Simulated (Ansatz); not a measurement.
A geometry of Br away from equilibrium: the start of the relaxation of a generated cell, Br placed in the AFLOW prototype A_oC8_64_f. Calculation: r2SCAN (plane waves to 500 eV, PAW, scalar-relativistic; Ansatz, a quantum-chemistry and plane-wave program). Γ-centred k-mesh 6×6×3 on the run's cell (coarser than for final values), Fermi–Dirac smearing 0.05 eV.

```xyz
4
Lattice="3.3044 -2.1630 0.0000 3.3044 2.1630 0.0000 0.0000 0.0000 9.0934" Properties=species:S:1:pos:R:3 pbc="T T T"
Br     3.3044    -1.4931     1.0685
Br     3.3044     1.4931     8.0250
Br     3.3044     0.6699     3.4782
Br     3.3044    -0.6699     5.6152
```

Q: Which atoms carry the largest force, and which way does it point?

A: 1.08 eV/Å, on Br1, Br2, Br3, Br4 (atoms numbered as listed); on Br1 its components are (0.00, -0.71, -0.82).

Q: What is the pressure?

A: -3.3 GPa, compression positive.

No spin polarisation in the result. Without a van der Waals term the distances between weakly bound units are poorly fixed.

The run could not lose the symmetry of its start.
